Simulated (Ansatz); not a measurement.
Consider the following.

Cs2Pt3Se4:
Space group Fmmm (No. 69); a = 6.679 Å, b = 11.425 Å, c = 14.116 Å, α = β = γ = 90.00°

```json
[
 {"atom": "Cs", "site": "8i", "symmetry": "mm2", "x": "0.0000", "y": "0.0000", "z": "0.3528"},
 {"atom": "Pt", "site": "8e", "symmetry": "..2/m", "x": "0.2500", "y": "0.2500", "z": "0.0000"},
 {"atom": "Pt", "site": "4a", "symmetry": "mmm", "x": "0.0000", "y": "0.0000", "z": "0.0000"},
 {"atom": "Se", "site": "16m", "symmetry": "m..", "x": "0.0000", "y": "0.1675", "z": "0.1111"}
]
```
(The calculation used a cell of 9 atoms; values per cell refer to that cell.)

This is the r²SCAN-relaxed structure.

Q: All from DFT-r²SCAN in the program Ansatz with PAW potentials, unless another level is named. Estimate the electron effective mass.

A: 0.42, 1.4, 3.7 mₑ (principal values).

Q: What about the hole effective mass?

A: 0.61, 0.92, 1.7 mₑ (principal values).

Q: Predict the HSE06 gap on the r²SCAN cell.

A: 2.22 eV.

Q: What about the weight of the conduction-edge state by species (Voronoi cells)?

A: Se 50 %, Pt 39 %, Cs 11 %.

The workflow started from a Materials Project entry (that database holds measured and hypothetical structures alike); the Crystallography Open Database copy checked does not list it. Its standing as an ambient phase is unchecked. The cell was relaxed with r²SCAN under the symmetry of its start; its stability against distortions is not shown here. The run is not spin-polarised. Spin–orbit coupling is left out wherever it is not named.

Potentials: the later of the program's two PAW sets.
